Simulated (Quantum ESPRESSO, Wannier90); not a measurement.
Wannierisation of YTl (CsCl type)

```
CELL_PARAMETERS angstrom
      3.77760     0.00000     0.00000
      0.00000     3.77760     0.00000
      0.00000     0.00000     3.77760
ATOMIC_POSITIONS crystal
  Y  0.50000 0.50000 0.50000
  Tl 0.00000 0.00000 0.00000
```

Materials Project entry mp-11575; symmetrised, unrelaxed at this level. COD (Crystallography Open Database) has an entry of this formula and space group (matched by these alone). Method: LDA plane waves in Quantum ESPRESSO 7.5 (PseudoDojo norm-conserving files, 58 Ry, no spin polarisation, no spin-orbit coupling), Bloch states on a 8×8×8 mesh through Γ, Wannier90 4.0.1. Density: 12×12×12 mesh, cold smearing 0.01 Ry. Spin-orbit coupling is left out although heavy elements are present.

The plane-wave run has 31 bands and 24 electrons a cell. On the energy scale of pw.x, whose zero is arbitrary, the Fermi level lies at 11.81 eV.

Isolated groups of bands, relative to the Fermi level (bands from 11 on overlap up to the last one computed):

| bands | from (eV) | to (eV) | filling | weight on atomic waves |
|---|---|---|---|---|
| 1 | -43.01 | -42.97 | filled | Y 4s 94 %, Tl 6p 4 % |
| 2–4 | -23.16 | -22.92 | filled | Y 4p 98 % |
| 5–9 | -11.66 | -11.20 | filled | Tl 5d 99 % |
| 10 | -8.95 | -4.45 | filled | Tl 6s 60 %, Y 4d 17 %, Y 5s 10 % |

Input w.win, without the blocks of cell, atoms and k-points (512 lines):

```
num_bands = 22
num_wann = 13
exclude_bands = 1-9
num_iter = 1000
conv_tol = 1.0e-6
conv_window = 4
dis_num_iter = 1000
dis_conv_tol = 1.0e-6
dis_froz_max = 22.01
write_hr = true
write_u_matrices = true
begin projections
f=0.51003,0.50688,0.49478: s;p;d
f=-0.00603,-0.01170,0.00138: s;p
end projections
mp_grid = 8 8 8
```

wannier90.x stops with:
```
dis_windows: More states in the frozen window than target WFs
```
At some k-point more bands lie below dis_froz_max than there are Wannier functions, and every frozen state has to fit into the subspace. Mended as below, all else unchanged, the run goes through (Ω_I = 21.4 Å²) and follows the plane-wave bands to 2.5 meV rms (states up to 1.0 eV relative to the Fermi level).
```
dis_froz_max = 13.31
```
